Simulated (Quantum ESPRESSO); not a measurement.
Zr2GaTiO7F, input and log of a self-consistent run

Computed values, not a measurement. The program is pw.x of Quantum ESPRESSO 7.5 (plane-wave density functional theory). The cell is made up: 12 atoms on a rutile lattice, with randomly drawn elements, strain and displacements, not relaxed. PseudoDojo standard norm-conserving files (v0.5 for PBE, v0.4.1 for LDA and PBEsol) set the functional; there is no spin polarisation, spin-orbit coupling or dispersion term, and the masses in the input are unused placeholders.

Input:

```
&control calculation='scf', pseudo_dir='./dojo.nc.sr.pbe.v0_5.standard.upf', outdir='./o', disk_io='medium', tprnfor=.true., tstress=.true. /
&system ibrav=0, nat=12, ntyp=5, nbnd=55, ecutwfc=84.00895049, nosym=.true., tot_charge=0,
 occupations='smearing', smearing='fd', degauss=0.0018374661
/
&electrons conv_thr=7.350e-09, electron_maxstep=60, /
ATOMIC_SPECIES
F 1.0 F.upf
Ga 1.0 Ga.upf
O 1.0 O.upf
Ti 1.0 Ti.upf
Zr 1.0 Zr.upf
CELL_PARAMETERS angstrom
4.8367 0.0 0.0
0.0 4.8367 0.0
0.0 0.0 6.4555
ATOMIC_POSITIONS angstrom
Zr -0.0444 -0.032 0.0682
Zr 2.2131 2.3001 1.628
Ga 0.0861 0.02 3.225
Ti 2.3804 2.5788 4.8262
O 1.5858 1.4978 0.019
O 3.5012 3.4485 -0.1799
O 3.8286 0.8981 1.5815
O 0.942 3.877 1.6567
O 1.4643 1.4788 3.26
O 3.3915 3.4362 3.3026
O 3.9861 0.7952 4.884
F 0.9562 3.8778 4.7622
K_POINTS automatic
5 5 4 1 1 1
```

The log is shortened where brackets say so; the opening notice, blank lines, dates and the lines on written files are dropped, and the path of the files is cut. It prints rydbergs, bohrs and kilobars, and counts compression as positive stress. With no partly filled state, the Fermi energy that it prints is only some level between the filled and the empty states on the mesh, and need not lie in the true gap.

```
     Program PWSCF v.7.5
     Parallel version (MPI & OpenMP), running on       1 processor cores
     Number of MPI processes:                 1
     Threads/MPI process:                     1
     [start-up lines left out]
     bravais-lattice index     =            0
     lattice parameter (alat)  =       9.1400  a.u.
     unit-cell volume          =    1019.1187 (a.u.)^3
     number of atoms/cell      =           12
     number of atomic types    =            5
     number of electrons       =        98.00
     number of Kohn-Sham states=           55
     kinetic-energy cutoff     =      84.0090  Ry
     charge density cutoff     =     336.0358  Ry
     scf convergence threshold =      7.3E-09
     mixing beta               =       0.7000
     number of iterations used =            8  plain     mixing
     Exchange-correlation= PBE
                           (   1   4   3   4   0   0   0)
     [axes and pseudopotential details left out]
   Cartesian axes
     site n.     atom                  positions (alat units)
         1        Zr     tau(   1) = (  -0.0091798  -0.0066161   0.0141005  )
         2        Zr     tau(   2) = (   0.4575640   0.4755515   0.3365931  )
         3        Ga     tau(   3) = (   0.0178014   0.0041351   0.6667769  )
         4        Ti     tau(   4) = (   0.4921537   0.5331734   0.9978291  )
         5        O      tau(   5) = (   0.3278682   0.3096740   0.0039283  )
         6        O      tau(   6) = (   0.7238820   0.7129861  -0.0371948  )
         7        O      tau(   7) = (   0.7915728   0.1856845   0.3269791  )
         8        O      tau(   8) = (   0.1947609   0.8015796   0.3425269  )
         9        O      tau(   9) = (   0.3027477   0.3057457   0.6740133  )
        10        O      tau(  10) = (   0.7012012   0.7104431   0.6828209  )
        11        O      tau(  11) = (   0.8241363   0.1644096   1.0097794  )
        12        F      tau(  12) = (   0.1976968   0.8017450   0.9845969  )
     number of k points=    50  Fermi-Dirac smearing, width (Ry)=  0.0018
                       cart. coord. in units 2pi/alat
        k(    1) = (   0.1000000   0.1000000   0.0936546), wk =   0.0400000
        k(    2) = (   0.1000000   0.1000000   0.2809639), wk =   0.0400000
     [further k points left out]
     Dense  grid:   106055 G-vectors     FFT dimensions: (  54,  54,  72)
     Estimated max dynamical RAM per process >     170.71 MB
     Initial potential from superposition of free atoms
     starting charge      97.9910, renormalised to      98.0000
     Starting wfcs are   71 randomized atomic wfcs
     total cpu time spent up to now is       29.5 secs
     per-process dynamical memory:   101.0 Mb
     Self-consistent Calculation
     iteration #  1     ecut=    84.01 Ry     beta= 0.70
     Davidson diagonalization with overlap
     ethr =  1.00E-02,  avg # of iterations =  2.0
     total cpu time spent up to now is       88.3 secs
     total energy              =    -753.59115586 Ry
     estimated scf accuracy    <       4.77097555 Ry
     iteration #  2     ecut=    84.01 Ry     beta= 0.70
     Davidson diagonalization with overlap
     ethr =  4.87E-03,  avg # of iterations =  6.7
     total cpu time spent up to now is      180.5 secs
     total energy              =    -748.23005267 Ry
     estimated scf accuracy    <      59.23603015 Ry
     iteration #  3     ecut=    84.01 Ry     beta= 0.70
     Davidson diagonalization with overlap
     ethr =  4.87E-03,  avg # of iterations =  6.9
     total cpu time spent up to now is      266.6 secs
     total energy              =    -755.72650264 Ry
     estimated scf accuracy    <       3.77733582 Ry
     iteration #  4     ecut=    84.01 Ry     beta= 0.70
     Davidson diagonalization with overlap
     ethr =  3.85E-03,  avg # of iterations =  2.0
     total cpu time spent up to now is      325.7 secs
     total energy              =    -756.16301991 Ry
     estimated scf accuracy    <       0.86486121 Ry
     iteration #  5     ecut=    84.01 Ry     beta= 0.70
     Davidson diagonalization with overlap
     ethr =  8.83E-04,  avg # of iterations =  2.5
     total cpu time spent up to now is      379.7 secs
     total energy              =    -756.08437743 Ry
     estimated scf accuracy    <       0.60056924 Ry
     [iterations 6 to 13 left out]
     iteration # 14     ecut=    84.01 Ry     beta= 0.70
     Davidson diagonalization with overlap
     ethr =  1.40E-08,  avg # of iterations =  2.8
     total cpu time spent up to now is      915.9 secs
     total energy              =    -756.10730199 Ry
     estimated scf accuracy    <       0.00000185 Ry
     iteration # 15     ecut=    84.01 Ry     beta= 0.70
     Davidson diagonalization with overlap
     ethr =  1.88E-09,  avg # of iterations =  2.0
     total cpu time spent up to now is      966.6 secs
     total energy              =    -756.10730196 Ry
     estimated scf accuracy    <       0.00000056 Ry
     iteration # 16     ecut=    84.01 Ry     beta= 0.70
     Davidson diagonalization with overlap
     ethr =  5.67E-10,  avg # of iterations =  3.1
     total cpu time spent up to now is     1019.5 secs
     total energy              =    -756.10730208 Ry
     estimated scf accuracy    <       0.00000001 Ry
     iteration # 17     ecut=    84.01 Ry     beta= 0.70
     Davidson diagonalization with overlap
     ethr =  1.02E-11,  avg # of iterations =  5.7
     total cpu time spent up to now is     1096.3 secs
     total energy              =    -756.10730209 Ry
     estimated scf accuracy    <       0.00000002 Ry
     iteration # 18     ecut=    84.01 Ry     beta= 0.70
     Davidson diagonalization with overlap
     ethr =  1.02E-11,  avg # of iterations =  4.1
     total cpu time spent up to now is     1148.5 secs
     End of self-consistent calculation
          k = 0.1000 0.1000 0.0937 ( 13260 PWs)   bands (ev):
   -49.8381 -39.6808 -39.4897 -26.1653 -26.0213 -25.9177 -18.2452 -18.1422
   -18.0185 -17.9494 -17.8572 -17.6776 -16.3033  -9.2933  -8.7994  -8.6743
    -8.2047  -7.9724  -7.8550  -7.4817  -5.5840  -5.5752  -5.5083  -5.4703
    -5.2251   0.4396   1.3046   2.0955   2.6163   3.3989   4.0317   4.1311
     4.4095   4.5372   4.7114   4.8324   5.1564   5.4948   5.7561   5.8807
     6.1336   6.2626   6.4355   6.5705   6.8219   6.9811   7.0421   7.3088
     8.0474   9.8068   9.8827  10.0654  11.0647  11.3841  12.0415
     [levels at the other k points left out]
     the Fermi energy is     8.8262 ev
!    total energy              =    -756.10730209 Ry
     estimated scf accuracy    <          1.3E-09 Ry
     smearing contrib. (-TS)   =      -0.00000000 Ry
     internal energy E=F+TS    =    -756.10730209 Ry
     The total energy is F=E-TS. E is the sum of the following terms:
     one-electron contribution =    -258.75434509 Ry
     hartree contribution      =     186.30657985 Ry
     xc contribution           =    -169.05141268 Ry
     ewald contribution        =    -514.60812417 Ry
     convergence has been achieved in  18 iterations
     Forces acting on atoms (cartesian axes, Ry/au):
     atom    1 type  5   force =    -0.00960813    0.11449781    0.03279415
     atom    2 type  5   force =     0.10318339    0.03430561    0.05990445
     atom    3 type  2   force =    -0.08829300    0.04093573   -0.03228151
     atom    4 type  4   force =     0.15698450   -0.06202372   -0.05103658
     atom    5 type  3   force =    -0.02315781    0.00338609   -0.10959026
     atom    6 type  3   force =    -0.13998197   -0.13464023   -0.03463789
     atom    7 type  3   force =     0.03092078    0.00410254    0.02023630
     atom    8 type  3   force =     0.00308400    0.01739211    0.03607568
     atom    9 type  3   force =    -0.00673709   -0.00409223    0.06507544
     atom   10 type  3   force =    -0.04685126   -0.05024728    0.06157576
     atom   11 type  3   force =    -0.01025596    0.05900673   -0.05347034
     atom   12 type  1   force =     0.03071255   -0.02262316    0.00535480
     Total force =     0.382771     Total SCF correction =     0.000099
     Computing stress (Cartesian axis) and pressure
          total   stress  (Ry/bohr**3)                   (kbar)     P=      -25.34
  -0.00015141  -0.00015165   0.00021232          -22.27      -22.31       31.23
  -0.00015165   0.00002334  -0.00001336          -22.31        3.43       -1.97
   0.00021232  -0.00001336  -0.00038876           31.23       -1.97      -57.19
     init_run     :     27.62s CPU     29.34s WALL (       1 calls)
     electrons    :   1063.91s CPU   1118.97s WALL (       1 calls)
     forces       :     11.61s CPU     11.78s WALL (       1 calls)
     stress       :     34.16s CPU     35.49s WALL (       1 calls)
     [timing details left out]
     PWSCF        :  18m57.67s CPU  19m58.11s WALL
     JOB DONE.
```

In other units: free energy -10287.364 eV for the cell, pressure -2.53 GPa, largest force component 4.036 eV/Å. A rerun of a related cell, with the same atoms placed differently, at a cutoff of 1467 eV and k mesh 7 x 7 x 6 moved values by no more than 0.004 eV in energy, 0.03 GPa in stress and 0.003 eV/Å in force.